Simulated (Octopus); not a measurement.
CdS (F-43m, No. 216): conduction levels under hydrostatic strain

CdS (F-43m, No. 216), cubic lattice constant 5.886 Å. This is not, or not surely, the usual phase at ambient conditions; the cell is a database entry, not relaxed again.

Level: LDA. Code: Octopus 16.4. Numerical set-up: grid spacing about 0.14 Å, Γ-centred 6×6×6 k-mesh, Fermi-Dirac smearing of 0.01 eV, no spin polarisation; PseudoDojo 0.4 LDA potentials. Spin-orbit coupling is left out. The cell is scaled uniformly. Energies of the lowest empty band count from each cell's highest valence level among the special points, at Γ; they are Kohn-Sham values at fixed points of the zone.

```json
[
 {"a (Å)": "5.621", "ln(V/V₀)": "-0.1381", "Γ (eV)": "1.087", "X (eV)": "3.114", "L (eV)": "2.897"},
 {"a (Å)": "5.680", "ln(V/V₀)": "-0.1069", "Γ (eV)": "1.026", "X (eV)": "3.173", "L (eV)": "2.863"},
 {"a (Å)": "5.739", "ln(V/V₀)": "-0.0760", "Γ (eV)": "?", "X (eV)": "?", "L (eV)": "?"},
 {"a (Å)": "5.798", "ln(V/V₀)": "-0.0453", "Γ (eV)": "0.899", "X (eV)": "3.283", "L (eV)": "2.785"},
 {"a (Å)": "5.856", "ln(V/V₀)": "-0.0150", "Γ (eV)": "0.834", "X (eV)": "3.332", "L (eV)": "2.741"},
 {"a (Å)": "5.886", "ln(V/V₀)": "0.0000", "Γ (eV)": "0.802", "X (eV)": "3.355", "L (eV)": "2.718"},
 {"a (Å)": "5.945", "ln(V/V₀)": "0.0299", "Γ (eV)": "0.737", "X (eV)": "3.399", "L (eV)": "2.670"}
]
```

V₀ is the volume of the database cell.

Problem. Fit each column by a quadratic in ln V through the rows shown. Give the volume deformation potentials dE/d ln V at the withheld row, and predict that row.

Solution. Fits: Γ: 0.802 −2.17 x −0.8 x²; X: 3.355 +1.52 x −1.6 x²; L: 2.718 −1.56 x −1.9 x², with x = ln(V/V₀). At x = -0.0760 the slopes are −2.1 eV (Γ), +1.8 eV (X), −1.3 eV (L). Predicted against computed: 0.963 against 0.963 eV, 3.230 against 3.230 eV, 2.826 against 2.826 eV.

The lowest of these levels is that at Γ in all rows.
